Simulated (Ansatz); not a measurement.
ZrN:
```
ZrN
1.0
    0.00000     2.29728     2.29728
    2.29728     0.00000     2.29728
    2.29728     2.29728     0.00000
N Zr
1 1
Direct
  0.00000   0.00000   0.00000
  0.50000   0.50000   0.50000
```

Relaxed with PBE.

Problem. Which orbitals make up the states near the Fermi level in PBE (plane waves, PAW; program Ansatz)?

Solution. Within 0.5 eV of the Fermi level: Zr 4d 78 %, N 2p 18 %. Projections are on Löwdin-orthogonalised atomic valence shells; empty p or d shells of many metals are not among them.

Problem. Tabulate the density of states.

Solution. States/eV per cell of 2 atoms, in 0.25 eV bins, energy from the Fermi level.

| E (eV) | total | Zr 4d | N 2p | Zr 5s |
|---|---|---|---|---|
| -7.85 | 0.00 | 0.00 | 0.00 | 0.00 |
| -7.60 | 0.06 | 0.02 | 0.03 | 0.01 |
| -7.35 | 0.23 | 0.08 | 0.11 | 0.02 |
| -7.10 | 0.39 | 0.13 | 0.20 | 0.04 |
| -6.85 | 0.62 | 0.20 | 0.33 | 0.06 |
| -6.60 | 1.03 | 0.31 | 0.56 | 0.10 |
| -6.35 | 1.10 | 0.31 | 0.63 | 0.11 |
| -6.10 | 1.22 | 0.32 | 0.73 | 0.12 |
| -5.85 | 0.96 | 0.24 | 0.59 | 0.08 |
| -5.60 | 1.33 | 0.41 | 0.82 | 0.06 |
| -5.35 | 2.50 | 0.83 | 1.57 | 0.04 |
| -5.10 | 2.81 | 0.86 | 1.82 | 0.02 |
| -4.85 | 4.00 | 1.13 | 2.65 | 0.01 |
| -4.60 | 2.54 | 0.76 | 1.67 | 0.01 |
| -4.35 | 1.60 | 0.51 | 1.04 | 0.00 |
| -4.10 | 1.23 | 0.37 | 0.82 | 0.00 |
| -3.85 | 0.97 | 0.26 | 0.68 | 0.00 |
| -3.60 | 0.78 | 0.17 | 0.58 | 0.00 |
| -3.35 | 0.43 | 0.06 | 0.35 | 0.00 |
| -3.10 | 0.15 | 0.02 | 0.13 | 0.00 |
| -2.85 | 0.12 | 0.04 | 0.08 | 0.00 |
| -2.60 | 0.11 | 0.06 | 0.04 | 0.00 |
| -2.35 | 0.15 | 0.10 | 0.05 | 0.00 |
| -2.10 | 0.20 | 0.13 | 0.06 | 0.00 |
| -1.85 | 0.24 | 0.17 | 0.07 | 0.00 |
| -1.60 | 0.29 | 0.21 | 0.08 | 0.00 |
| -1.35 | 0.34 | 0.25 | 0.08 | 0.00 |
| -1.10 | 0.39 | 0.29 | 0.09 | 0.00 |
| -0.85 | 0.45 | 0.34 | 0.10 | 0.00 |
| -0.60 | 0.51 | 0.39 | 0.10 | 0.00 |
| -0.35 | 0.60 | 0.47 | 0.11 | 0.00 |
| -0.10 | 0.66 | 0.51 | 0.12 | 0.01 |
| 0.15 | 0.70 | 0.55 | 0.13 | 0.01 |
| 0.40 | 0.74 | 0.58 | 0.13 | 0.01 |
| 0.65 | 0.80 | 0.62 | 0.14 | 0.01 |
| 0.90 | 0.85 | 0.67 | 0.14 | 0.01 |
| 1.15 | 0.82 | 0.65 | 0.12 | 0.01 |
| 1.40 | 0.91 | 0.73 | 0.14 | 0.01 |
| 1.65 | 0.97 | 0.79 | 0.14 | 0.01 |
| 1.90 | 1.03 | 0.85 | 0.13 | 0.01 |
| 2.15 | 1.24 | 1.02 | 0.16 | 0.01 |
| 2.40 | 1.41 | 1.16 | 0.19 | 0.02 |
| 2.65 | 1.69 | 1.39 | 0.22 | 0.02 |
| 2.90 | 2.33 | 1.91 | 0.31 | 0.03 |
| 3.15 | 2.41 | 1.99 | 0.29 | 0.04 |
| 3.40 | 1.94 | 1.61 | 0.20 | 0.04 |
| 3.65 | 1.79 | 1.48 | 0.18 | 0.05 |
| 3.90 | 1.73 | 1.39 | 0.17 | 0.06 |
| 4.15 | 1.95 | 1.57 | 0.17 | 0.07 |
| 4.40 | 1.81 | 1.40 | 0.15 | 0.08 |
| 4.65 | 1.32 | 0.80 | 0.15 | 0.10 |

Space group Fm-3m (rock salt). The cell was relaxed with PBE under the symmetry of its start. The run is not spin-polarised. With an odd number of electrons in the cell and no spin polarisation, the count alone makes it a metal. Scalar-relativistic: spin–orbit coupling is off unless named, which matters more the heavier the elements.

Potentials: the later of the program's two PAW sets.
